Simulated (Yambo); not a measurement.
Yambo run on a free-standing MoS₂ monolayer (symmetry P-6m2, slab cell 16.1 Å high). The wavefunctions come from this Quantum ESPRESSO step (PBEsol, PseudoDojo standard norm-conserving files, scalar-relativistic):

```
&CONTROL
  calculation = 'nscf'
  pseudo_dir = './pseudo'
  outdir = './out'
/
&SYSTEM
  ibrav = 0
  nat = 3
  ntyp = 2
  ecutwfc = 80.0
  ecutrho = 320.0
  occupations = 'fixed'
  force_symmorphic = .true.
  nbnd = 132
  assume_isolated = '2D'
/
&ELECTRONS
  conv_thr = 3.0000000000000004e-09
  diago_full_acc = .true.
  diago_thr_init = 1e-08
/
ATOMIC_SPECIES
S 32.0600 S.upf
Mo 95.9500 Mo.upf
CELL_PARAMETERS angstrom
  3.140994795788   0.000000000000   0.000000000000
 -1.570497397894   2.720181286307   0.000000000000
  0.000000000000   0.000000000000  16.100000000000
ATOMIC_POSITIONS crystal
S   0.666666667000   0.333333333000  -0.096804877600
S   0.666666667000   0.333333333000   0.096804877600
Mo   0.000000000333   0.000000000000   0.000000000000
K_POINTS automatic
6 6 1 0 0 0
```

Yambo input:

```
rim_cut
gw0
dyson
el_el_corr
HF_and_locXC
ppa
em1d
rim_w
RandQpts= 1000000
RandGvec= 2 Ry
CUTGeo= "slab z"
EXXRLvcs= 80 Ry
VXCRLvcs= 320 Ry
Chimod= "HARTREE"
% BndsRnXp
 2 | 131 |
%
NGsBlkXp= 8 Ry
% LongDrXp
 1.0 | 1.0 | 0.0 |
%
RandGvecW= 1000 mRy
PPAPntXp= 27.2114 eV
% GbndRnge
 1 | 131 |
%
GTermKind= "BG"
DysSolver= "n"
ExtendOut
% QPkrange
 1 | 1 | 13 | 14 |
 7 | 7 | 13 | 14 |
%
```

k points by index: 1 = Γ, 7 = K.

Resulting energies as the program prints them:

```
#    K-point    Band    Eo [eV]    E [eV]    E-Eo [eV]    Vxc [eV]    Vnlxc [eV]    Sc|Eo [eV]    Sc|E [eV]    dSc/dw|Eo [eV]    Re(Z)    Im(Z)
#
    1    13    -0.071366    -0.345564    -0.274198    -15.22488    -16.29850    0.704045    0.799428    -9.458793    0.742045    -0.003101
    1    14    2.894943    3.409681    0.514738    -15.50868    -11.10518    -3.706381    -3.888768    -9.636173    0.738472    -0.003148
    7    13    0.000000    -0.134880    -0.134880    -16.29861    -16.83810    0.357062    0.404608    -9.579912    0.739602    -0.003060
    7    14    1.807169    2.489825    0.682655    -17.57382    -13.39369    -3.252132    -3.497472    -9.775432    0.735691    -0.003160
```
(The two width columns are left out.) Convergence of these settings isn't established.

Spin-orbit coupling is not included.

Geometry relaxed with PBEsol.
